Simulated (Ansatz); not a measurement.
input.yaml (Ansatz)

```yaml
crystal:
  lattice:
    - [3.8793238081, 0.0, 0.0]
    - [-1.939661904, 3.3595929673, 0.0]
    - [0.0, 0.0, 12.6698715572]
  atoms:
    - { symbol: Yb, position: [0.0, 0.0, 0.0] }
    - { symbol: Yb, position: [0.0, 0.0, 0.5] }
    - { symbol: Yb, position: [0.3333333333, 0.6666666667, 0.25] }
    - { symbol: Yb, position: [0.6666666667, 0.3333333333, 0.75] }
hamiltonian:
  xc: blyp
  pseudopotentials:
    kind: paw
    azcp:
      Yb: "pseudopotentials/Yb.paw.azcp"
basis:
  ecutwfc: 420
  fft_grid_basis: typed
kpoints:
  mp_grid: { grid: [9, 9, 3], shift: [0, 0, 0] }
magnetization:
  spin_polarized: false
scf:
  occupations: { method: fermi_dirac, width: 0.1 }
relax:
  max_steps: 60
  f_tol: 0.01
  cell: {}
```

and its output:

```
Engine: ansatz 0.2.0, x86_64-unknown-linux-gnu
Pseudopotentials: kind: paw
Pseudopotential: Yb, paw, valence charge 24, recommended cutoff 420 eV (normal) 
Functional definition: BLYP
  parameter beta = 0.0042
  parameter a = 0.04918
  parameter b = 0.132
  parameter c = 0.2533
  parameter d = 0.349
  exchange = b88_x(beta = beta)
  correlation = lyp_c(a = a, b = b, c = c, d = d)
Crystal: 4 atoms, lattice volume = 165.126 Å³
Basis set: ecut = 420 eV, 3271 PW (Γ), exchange–correlation on 54×54×180 points (8 copies of the dense FFT grid, shifted against one another)
Bands: 58, of which v1, the nominal top of the filled ones, is band 48 counted from 1 (47 counted from 0)
Symmetry: 24 space group operations
Space group: P63/mmc (ITA 194), of the structure as read, at distance tolerance 5.5e-5 Å
k-points: 24 of 243
Non-local potential: Yb, projectors of the file, l = 0: 3, l = 1: 2, l = 2: 2, l = 3: 3
PAW form: soft (Blöchl's): semilocal exchange-correlation on the pseudo side does not see the compensation charge
PAW frozen core: Yb, regenerated for the run's functional, and the local potential with it (the file was generated under x = pbe(κ = 0.804, μ = 0.2195149727645171), c = pbe(β = 0.06672455060314922))
PAW one-centre angular grid: Yb, 590 points (default); XC on 64 Gauss nodes
Initial density: superposition of atomic densities (neutral atoms: chi_scale 0, normalization atom), corrected by the library's trained network
Initial wavefunctions: pseudopotential atomic-orbital guess
Functional: x = b88, c = lyp
SCF iter   1: F=—  HF=-55273.364597 eV  |F-HF|=—  |Δ(HF+E_count)|=         —  Δρ=3.86e-3  dr2=2.14e-2  ethr=1.77e-3  ⟨swp⟩=7.0  Hψ=5621  notcnv=0
SCF iter   2: F=—  HF=-55273.345209 eV  |F-HF|=—  |Δ(HF+E_count)|=   1.94e-2  Δρ=2.50e-3  dr2=1.40e-2  ethr=2.23e-5  ⟨swp⟩=2.1  Hψ=2517  notcnv=0
SCF iter   3: F=—  HF=-55273.342120 eV  |F-HF|=—  |Δ(HF+E_count)|=   3.09e-3  Δρ=1.72e-3  dr2=8.11e-3  ethr=1.46e-5  ⟨swp⟩=2.7  Hψ=2543  notcnv=0
SCF iter   4: F=—  HF=-55273.342717 eV  |F-HF|=—  |Δ(HF+E_count)|=   5.97e-4  Δρ=6.18e-4  dr2=1.08e-3  ethr=8.45e-6  ⟨swp⟩=1.0  Hψ=1392  notcnv=0
SCF iter   5: F=—  HF=-55273.342974 eV  |F-HF|=—  |Δ(HF+E_count)|=   2.56e-4  Δρ=2.86e-4  dr2=1.35e-4  ethr=1.13e-6  ⟨swp⟩=2.3  Hψ=2367  notcnv=0
...
SCF iter   3: F=—  HF=-55273.415224 eV  |F-HF|=—  |Δ(HF+E_count)|=   2.63e-6  Δρ=2.29e-5  dr2=1.08e-6  ethr=3.67e-9  ⟨swp⟩=2.0  Hψ=2497  notcnv=0
SCF iter   4: F=—  HF=-55273.415225 eV  |F-HF|=—  |Δ(HF+E_count)|=   5.22e-7  Δρ=6.55e-6  dr2=7.78e-8  ethr=1.13e-9  ⟨swp⟩=1.7  Hψ=1453  notcnv=0
SCF iter   5: F=—  HF=-55273.415225 eV  |F-HF|=—  |Δ(HF+E_count)|=   1.85e-8  Δρ=1.00e-6  dr2=1.24e-9  ethr=8.11e-11  ⟨swp⟩=2.7  Hψ=2646  notcnv=0
SCF iter   6: F=—  HF=-55273.415225 eV  |F-HF|=—  |Δ(HF+E_count)|=  9.24e-10  Δρ=5.44e-7  dr2=6.35e-10  ethr=1.29e-12  ⟨swp⟩=2.1  Hψ=2528  notcnv=0
SCF iter   7: F=—  HF=-55273.415225 eV  |F-HF|=—  |Δ(HF+E_count)|=  4.29e-10  Δρ=3.62e-7  dr2=1.77e-10  ethr=1.00e-12  ⟨swp⟩=2.0  Hψ=2190  notcnv=0
SCF iter   8: F=—  HF=-55273.415225 eV  |F-HF|=—  |Δ(HF+E_count)|=  3.64e-11  Δρ=1.63e-7  dr2=3.32e-11  ethr=1.00e-12  ⟨swp⟩=5.0  Hψ=7059  notcnv=0
SCF iter   9: F=-55273.415225 eV  HF=-55273.415225 eV  |F-HF|=0.00e0  |Δ(HF+E_count)|=    0.00e0  Δρ=5.58e-8  dr2=5.31e-12  ethr=1.00e-12  ⟨swp⟩=5.0  Hψ=6167  notcnv=0
SCF 5 converged in 9 iterations: F = -55273.415225 eV  dr2 = 5.31e-12
relax step   5: F+E_penalty+E_count = -55273.41522476 eV  Δ(F+E_penalty+E_count) = +4.208e-3 eV  max|allowed force component| = 6.072e-18 eV/Å  Δτ_max = 0.0000 Å  P = -0.049 GPa  Ω = 149.691 Å³  stress off target by 4.97e-2 GPa  SCF on the basis re-selected at this cell (its energy is not comparable with the rows above)  (9 SCF iters)
basis re-selected at this cell: Δ(F+E_penalty+E_count) = +4.208e-3 eV, ΔP = -0.036 GPa vs the last step (what re-selecting the basis moved, of the pressure what is left beyond the Pulay correction that the steps carried, after the strain that the cell walked since its last selection, with what the two solves' SCF thresholds leave and, on support functions, any second-order correction that the steps lacked; it is no measure of the basis error at this ecutwfc). This SCF's stress stands 4.97e-2 GPa from its target on what of the cell is left free (relax.cell.stress_tol is 5.00e-2 GPa) and its largest allowed force component is 6.07e-18 eV/Å (relax.f_tol is 1.00e-2 eV/Å): within both
SCF converged after 9 iterations
Free energy (F): -55273.415225 eV
Harris-Foulkes:  -55273.415225 eV  (|F-HF|=0.00e0)
Internal energy: -55273.087604 eV  (E = F + TS)
E sigma→0 (E₀):  -55273.251415 eV
Entropy (-TS):   -0.327620 eV (-81.905 meV/atom)
Fermi energy:    10.652868 eV
--- Per-component energies (eV) ---
  E_band       = -17.691262
  E_kinetic    = 1412.561144
  E_local      = -25469.444590  (includes V_loc(G=0)·N_el)
  E_nonlocal   = 2187.555745
  E_hartree    = 11082.558021
  E_xc         = -640.248740
  E_vxc        = -796.104350  (∫ρ·V_xc dr)
  E_paw        = -29522.388922  (= ΣΔE_a)
  E_vpaw       = 482.625159  (= ΣTr[D̂ρ^β])
  E_aug_tail   = 0.000011  (compensation charges beyond the density's cutoff)
  E_ewald      = -14323.745223
  E_core_change = 0.064950  (= ΣΔE_core)
  E_smearing   = -0.327620  (= −TS)
  E_closure    = -0.000000  (closes the sum)
  Σ components = -55273.415225   (vs F -55273.415225, Δ=0.00e0)
--- Forces (eV/Å), atoms counted from 1 ---
  atom   1  Yb     0.00000000     0.00000000     0.00000000
  atom   2  Yb     0.00000000    -0.00000000    -0.00000000
  atom   3  Yb     0.00000000     0.00000000    -0.00000000
  atom   4  Yb    -0.00000000     0.00000000     0.00000000
  max |Σ_I F_I| component: 8.10e-18 eV/Å
--- Stress (GPa, compression-positive) ---
       -0.048941       0.000000      -0.000000
       -0.000000      -0.048941      -0.000000
        0.000000      -0.000000      -0.049714
  P = ⅓ Tr σ = -0.0492 GPa (-0.492 kbar)
--- Relaxed structure (4 steps of the walk, 4 accepted, 1 SCFs on fresh bases) ---
  F+E_penalty+E_count = -55273.41522476 eV   max|allowed force component| = 6.072e-18 eV/Å   (the final SCF, on the basis selected at the relaxed cell)
  cell:  # Å, volume = 149.6911 Å³
    - [3.7550589493636504, -2.7942749053989548e-11, -4.6308908165575104e-18]
    - [-1.8775294746576257, 3.2519764428709963, 2.3154454082489118e-18]
    - [-1.5124489406857542e-17, -1.4825857013038234e-34, 12.258344847511244]
  atoms:
    - { symbol: Yb, position: [-1.334801611313083e-34, -1.1905654891347474e-34, -5.058604582689071e-36] }
    - { symbol: Yb, position: [0.0, -1.3338812094420492e-34, 0.5] }
    - { symbol: Yb, position: [0.3333333333333333, 0.6666666666666667, 0.25] }
    - { symbol: Yb, position: [0.6666666666666667, 0.3333333333333333, 0.7500000000000001] }
```

Command:

```sh
ansatz run input.yaml --threads 2 --pin off --max-ram 5120MiB --backend cpu --events-out ev --progress --plain --runs-dir out
```

On 2 threads of Intel(R) Xeon(R) Platinum 8375C CPU @ 2.90GHz (Ice Lake) (shared host) this took about 39 s of wall time and 76 s of CPU time.
